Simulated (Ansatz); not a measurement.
## Rigid-band transport of added carriers in KTaO$_{3}$ — Ansatz, plane waves and PAW

Space group Pm-3m (No. 221), 5 atoms in the cell of the first input below: a = 3.988 Å, b = 3.988 Å, c = 3.988 Å, α = 90.00°, β = 90.00°, γ = 90.00°.

The volume is a measured one, shape and positions are a prototype's, taken without relaxation (pressure 0.3 GPa with this functional, without spin–orbit coupling). Functional: r2SCAN.

Spin–orbit coupling is left out. Kohn–Sham gap between the band edges found on a fine mesh: 2.63 eV.

Levels at points 0.012 Å⁻¹ about the band edges give the masses:

```yaml
crystal:
  lattice:
    - [3.9882991392, 0.0, 0.0]
    - [0.0, 3.9882991392, 0.0]
    - [0.0, 0.0, 3.9882991392]
  atoms:
    - { symbol: K, position: [0.0, 0.0, 0.0] }
    - { symbol: Ta, position: [0.5, 0.5, 0.5] }
    - { symbol: O, position: [0.0, 0.5, 0.5] }
    - { symbol: O, position: [0.5, 0.5, 0.0] }
    - { symbol: O, position: [0.5, 0.0, 0.5] }
basis:
  ecutwfc: 500
  ecutrho_ratio: 4
kpoints:
  mp_grid: { grid: [8, 8, 8] }
hamiltonian:
  xc: r2scan
scf:
  occupations: { method: gaussian, width: 0.05 }
output:
  forces: true
  stress: true
  eigenvalues: true
  eigenstates:
    kpoints:
      - [-0.5, -0.5, -0.5]
      - [-0.49238291, -0.5, -0.5]
      - [-0.50761709, -0.5, -0.5]
      - [-0.5, -0.49238291, -0.5]
      - [-0.5, -0.50761709, -0.5]
      - [-0.5, -0.5, -0.49238291]
      - [-0.5, -0.5, -0.50761709]
      - [-0.494613904, -0.494613904, -0.5]
      - [-0.505386096, -0.505386096, -0.5]
      - [-0.494613904, -0.5, -0.494613904]
      - [-0.505386096, -0.5, -0.505386096]
      - [-0.5, -0.494613904, -0.494613904]
      - [-0.5, -0.505386096, -0.505386096]
      - [-0.495602271, -0.495602271, -0.495602271]
      - [-0.504397729, -0.504397729, -0.504397729]
      - [0.0, 0.0, 0.0]
      - [0.00761709, 0.0, 0.0]
      - [-0.00761709, 0.0, 0.0]
      - [0.0, 0.00761709, 0.0]
      - [0.0, -0.00761709, 0.0]
      - [0.0, 0.0, 0.00761709]
      - [0.0, 0.0, -0.00761709]
      - [0.005386096, 0.005386096, 0.0]
      - [-0.005386096, -0.005386096, 0.0]
      - [0.005386096, 0.0, 0.005386096]
      - [-0.005386096, 0.0, -0.005386096]
      - [0.0, 0.005386096, 0.005386096]
      - [0.0, -0.005386096, -0.005386096]
      - [0.004397729, 0.004397729, 0.004397729]
      - [-0.004397729, -0.004397729, -0.004397729]
    de_dk: true
    e_range: [-1.914933647585, 1.914929126924]
```

```bash
ansatz run input.yaml --threads 8 --pin off --max-ram 15360MiB --backend cpu --events-out ev --progress --plain --runs-dir out
```

Time: 2.3 s on 8 threads of Arm Neoverse V1, on a shared host, peak memory 0.56 GiB.

Edges at k = (-0.500, -0.500, -0.500) and (0.000, 0.000, 0.000); masses in electron masses along fixed Cartesian directions (which need not be the axes of a valley), negative for hole-like bands, for at most the three nearest levels of the same spin at these k-points, within 0.3 eV:

```json
{"edge": "valence", "band": "1", "from the edge (meV)": "0", "degeneracy": "3", "x": "-24", "y": "-24", "z": "-24", "111": "-2.360"}
{"edge": "valence", "band": "2", "from the edge (meV)": "0", "degeneracy": "3", "x": "-1.001", "y": "-1.001", "z": "-1.001", "111": "-1.239"}
{"edge": "valence", "band": "3", "from the edge (meV)": "0", "degeneracy": "3", "x": "-1.001", "y": "-1.001", "z": "-1.001", "111": "-1.239"}
{"edge": "conduction", "band": "1", "from the edge (meV)": "0", "degeneracy": "3", "x": "6.6", "y": "6.6", "z": "6.6", "111": "0.474"}
{"edge": "conduction", "band": "2", "from the edge (meV)": "0", "degeneracy": "3", "x": "0.284", "y": "0.284", "z": "0.284", "111": "0.393"}
{"edge": "conduction", "band": "3", "from the edge (meV)": "0", "degeneracy": "3", "x": "0.284", "y": "0.284", "z": "0.284", "111": "0.393"}
```

These curvatures agree with the slopes at the same points. They hold at the edge alone, and further out the bands need not be parabolic. Degenerate bands can be warped: each is named by its order in energy along a direction and has no mass tensor of its own.

The states of the whole zone with their velocity products:

```yaml
crystal:
  lattice:
    - [3.9882991392, 0.0, 0.0]
    - [0.0, 3.9882991392, 0.0]
    - [0.0, 0.0, 3.9882991392]
  atoms:
    - { symbol: K, position: [0.0, 0.0, 0.0] }
    - { symbol: Ta, position: [0.5, 0.5, 0.5] }
    - { symbol: O, position: [0.0, 0.5, 0.5] }
    - { symbol: O, position: [0.5, 0.5, 0.0] }
    - { symbol: O, position: [0.5, 0.0, 0.5] }
basis:
  ecutwfc: 500
  ecutrho_ratio: 4
kpoints:
  mp_grid: { grid: [8, 8, 8] }
hamiltonian:
  xc: r2scan
scf:
  occupations: { method: gaussian, width: 0.05 }
output:
  forces: true
  stress: true
  eigenvalues: true
  states_by_energy: { minimum_broadening: 0.05 }
```

```bash
ansatz run input.yaml --threads 8 --pin off --max-ram 15360MiB --backend cpu --events-out ev --progress --plain --runs-dir out
```

Time: 31 s on 8 threads of Arm Neoverse V1, with other jobs on the host, peak memory 1.3 GiB.

From that table, at a constant relaxation time τ with Fermi–Dirac weights and rigid bands:

```json
{"T (K)": "600", "doping (cm⁻³)": "n 1e19", "μ − E_F (eV)": "1.166", "σ_xx/τ (10²⁰/Ω m s)": "0.00598", "S_xx (μV/K)": "-472", "Lorenz (10⁻⁸ V²/K²)": "1.85", "ħω_p,xx (eV)": "0.171"}
{"T (K)": "600", "doping (cm⁻³)": "p 1e19", "μ − E_F (eV)": "-1.059", "σ_xx/τ (10²⁰/Ω m s)": "0.00137", "S_xx (μV/K)": "622", "Lorenz (10⁻⁸ V²/K²)": "1.49", "ħω_p,xx (eV)": "0.082"}
{"T (K)": "600", "doping (cm⁻³)": "n 1e20", "μ − E_F (eV)": "1.293", "σ_xx/τ (10²⁰/Ω m s)": "0.0595", "S_xx (μV/K)": "-278", "Lorenz (10⁻⁸ V²/K²)": "1.86", "ħω_p,xx (eV)": "0.540"}
{"T (K)": "600", "doping (cm⁻³)": "p 1e20", "μ − E_F (eV)": "-1.180", "σ_xx/τ (10²⁰/Ω m s)": "0.0137", "S_xx (μV/K)": "423", "Lorenz (10⁻⁸ V²/K²)": "1.50", "ħω_p,xx (eV)": "0.259"}
{"T (K)": "600", "doping (cm⁻³)": "n 1e21", "μ − E_F (eV)": "1.483", "σ_xx/τ (10²⁰/Ω m s)": "0.57", "S_xx (μV/K)": "-108", "Lorenz (10⁻⁸ V²/K²)": "1.96", "ħω_p,xx (eV)": "1.671"}
{"T (K)": "600", "doping (cm⁻³)": "p 1e21", "μ − E_F (eV)": "-1.312", "σ_xx/τ (10²⁰/Ω m s)": "0.136", "S_xx (μV/K)": "226", "Lorenz (10⁻⁸ V²/K²)": "1.57", "ħω_p,xx (eV)": "0.815"}
{"T (K)": "900", "doping (cm⁻³)": "n 1e19", "μ − E_F (eV)": "1.040", "σ_xx/τ (10²⁰/Ω m s)": "0.0058", "S_xx (μV/K)": "-522", "Lorenz (10⁻⁸ V²/K²)": "1.68", "ħω_p,xx (eV)": "0.168"}
{"T (K)": "900", "doping (cm⁻³)": "p 1e19", "μ − E_F (eV)": "-0.891", "σ_xx/τ (10²⁰/Ω m s)": "0.00134", "S_xx (μV/K)": "658", "Lorenz (10⁻⁸ V²/K²)": "1.45", "ħω_p,xx (eV)": "0.081"}
{"T (K)": "900", "doping (cm⁻³)": "n 1e20", "μ − E_F (eV)": "1.225", "σ_xx/τ (10²⁰/Ω m s)": "0.0578", "S_xx (μV/K)": "-326", "Lorenz (10⁻⁸ V²/K²)": "1.69", "ħω_p,xx (eV)": "0.532"}
{"T (K)": "900", "doping (cm⁻³)": "p 1e20", "μ − E_F (eV)": "-1.071", "σ_xx/τ (10²⁰/Ω m s)": "0.0134", "S_xx (μV/K)": "459", "Lorenz (10⁻⁸ V²/K²)": "1.46", "ħω_p,xx (eV)": "0.256"}
{"T (K)": "900", "doping (cm⁻³)": "n 1e21", "μ − E_F (eV)": "1.464", "σ_xx/τ (10²⁰/Ω m s)": "0.558", "S_xx (μV/K)": "-141", "Lorenz (10⁻⁸ V²/K²)": "1.79", "ħω_p,xx (eV)": "1.652"}
{"T (K)": "900", "doping (cm⁻³)": "p 1e21", "μ − E_F (eV)": "-1.262", "σ_xx/τ (10²⁰/Ω m s)": "0.133", "S_xx (μV/K)": "261", "Lorenz (10⁻⁸ V²/K²)": "1.51", "ħω_p,xx (eV)": "0.806"}
```

Task: Which of the dopings listed at 600 K has the largest power factor S²σ/τ along x?

Result: n 1e19: 1.3, p 1e19: 0.53, n 1e20: 4.6, p 1e20: 2.5, n 1e21: 6.6, p 1e21: 7 (10¹¹ W/m K² s), so a tie between p 1e21 and n 1e21 cm⁻³, if τ is the same for all.

Caveats: crystals with gaps this wide can seldom be doped to such densities with both signs of carrier, so the rows show what the bands would give; melting, decomposition and changes of phase at these temperatures weren't checked; no scattering is computed, and the gap isn't corrected; no spin-orbit coupling, which matters for these elements; spin–orbit coupling, left out, splits the degenerate 5d conduction edge by some tenths of an eV and changes its masses.
